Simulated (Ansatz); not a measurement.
The calculation used Ansatz, DFT PBE, scalar-relativistic, plane waves, PAW. Cutoff 420 eV, Γ-centred 12×12×2 mesh (12-atom cell), Gaussian smearing of 0.10 eV, collinear spin.

Formation energies are uncorrected and refer to the elements' standard structures at the same level.

Q: Propose a candidate for a hexagonal metal made of Mo, Nb and Te, with a formation energy near −0.30 eV/atom and a density near 6.9 g/cm³, in a cell of 12 atoms. Its symmetry should be P-6m2 (No. 187).

A: NbTe8Mo3, space group P-6m2 (No. 187). Nb is surrounded by 6 Te at 2.80 Å; around Te on its first site lie 3 Mo at 2.74 Å; Te on its second site has 3 Nb at 2.80 Å; around Mo on a site of symmetry 3m lie 6 Te at 2.74 Å; 3 more sites not described.

Space group P-6m2 (No. 187). a = 3.589 Å, b = 3.589 Å, c = 30.025 Å, α = 90.00°, β = 90.00°, γ = 120.00°
```tsv
atom	site	symmetry	x	y	z
Nb	1f	-6m2	0.6667	0.3333	0.5000
Te	2h	3m.	0.3333	0.6667	0.9402
Te	2h	3m.	0.3333	0.6667	0.4374
Te	2i	3m.	0.6667	0.3333	0.6870
Te	2i	3m.	0.6667	0.3333	0.1933
Mo	2h	3m.	0.3333	0.6667	0.7468
Mo	1e	-6m2	0.6667	0.3333	0.0000
```

The volume per atom is 27.9 Å³. The density is 6.9 g/cm³. The energy over the elements is −0.30 eV/atom and the gap on the 12×12×2 mesh of the 12-atom cell is 0 eV (a metal). The net moment per atom is 0.00 μB. The moment by site is all under 0.1 μB.

It was reached by relaxing an invented guess, and it needn't be the stable form of this composition. Other answers may fit too; this one was computed.

No dispersion correction is applied, so the spacing and binding between layers, chains or molecules are poorly described. Spin–orbit coupling, which can matter for Te, is left out. The reference form of Te is held partly by dispersion forces, which this level lacks. Symmetry constrained the relaxation, so the result can be a saddle point. Site moments count only spheres around the atoms; the net moment includes the space between them.
